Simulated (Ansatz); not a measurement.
Cs2Pt3Se4 in space group Fmmm (No. 69; Cs on 8i, Pt on 8e, Pt on 4a, Se on 16m) under volume change, DFT-r²SCAN in the program Ansatz with PAW potentials, shape and atoms relaxed at each volume.

```json
[
 {"V (Å³/atom)": "27.227", "E − E(relaxed) (meV/atom)": "17.8", "P (GPa)": "2.48"},
 {"V (Å³/atom)": "28.125", "E − E(relaxed) (meV/atom)": "7.2", "P (GPa)": "1.44"},
 {"V (Å³/atom)": "29.023", "E − E(relaxed) (meV/atom)": "___", "P (GPa)": "___"},
 {"V (Å³/atom)": "29.920", "E − E(relaxed) (meV/atom)": "0.0", "P (GPa)": "0.00"},
 {"V (Å³/atom)": "30.818", "E − E(relaxed) (meV/atom)": "___", "P (GPa)": "___"},
 {"V (Å³/atom)": "31.715", "E − E(relaxed) (meV/atom)": "4.5", "P (GPa)": "-0.71"},
 {"V (Å³/atom)": "32.613", "E − E(relaxed) (meV/atom)": "8.7", "P (GPa)": "-0.81"}
]
```

Question: What belongs in the gaps?

Answer: 
- 29.023, E − E(relaxed) (meV/atom): 1.6
- 29.023, P (GPa): 0.63
- 30.818, E − E(relaxed) (meV/atom): 1.3
- 30.818, P (GPa): -0.50

Question: What does a third-order Birch–Murnaghan fit give for V₀, B₀ and B′?

Answer: V₀ = 29.91 Å³/atom, B₀ = 16.6 GPa, B′ = 11.0.

The workflow started from a Materials Project entry (that database holds measured and hypothetical structures alike); the Crystallography Open Database copy checked does not list it. Whether it is the stable phase at ambient conditions was not checked. The cell was relaxed with r²SCAN under the symmetry of its start; its stability against distortions is not shown here. No spin polarisation was allowed. Scalar-relativistic: spin–orbit coupling is off unless named, which matters more the heavier the elements.

Potentials: the later of the program's two PAW sets.
